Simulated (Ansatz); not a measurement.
SnPb3S4: zone-centre modes

Theory: DFT PBE, scalar-relativistic, plane waves, PAW in Ansatz 0.2.0. Cutoff 420 eV, 6×6×6 k-points (Γ-centred), Gaussian smearing of 0.01 eV. No spin polarisation. Phonons by linear response, acoustic sum rule imposed.

Relaxed structure:
```
Sn Pb S
1.0
     4.25334    2.45566    3.44650
    -4.25334    2.45566    3.44650
     0.00000   -4.91133    3.44650
Sn Pb S
1 3 4
Direct
  0.98456 0.98456 0.98456
  0.49721 0.49721 0.99588
  0.99588 0.49721 0.49721
  0.49721 0.99588 0.49721
  0.99693 0.99693 0.53231
  0.53231 0.99693 0.99693
  0.99693 0.53231 0.99693
  0.49979 0.49979 0.49979
```

It was reached by relaxing an invented guess, and it needn't be the stable form of this composition. Spin–orbit coupling is left out, which matters for heavy elements.

Optical modes at Γ:
```tsv
frequency (cm⁻¹)	degeneracy
33	1
35	2
42	2
43	1
47	2
55	1
71	2
80	1
83	1
100	2
115	2
125	2
126	1
151	1
```

All 21 optical modes at Γ are real: no displacement of atoms at fixed cell lowers the energy to second order. Strains and modes at other wave vectors aren't tested by this run.
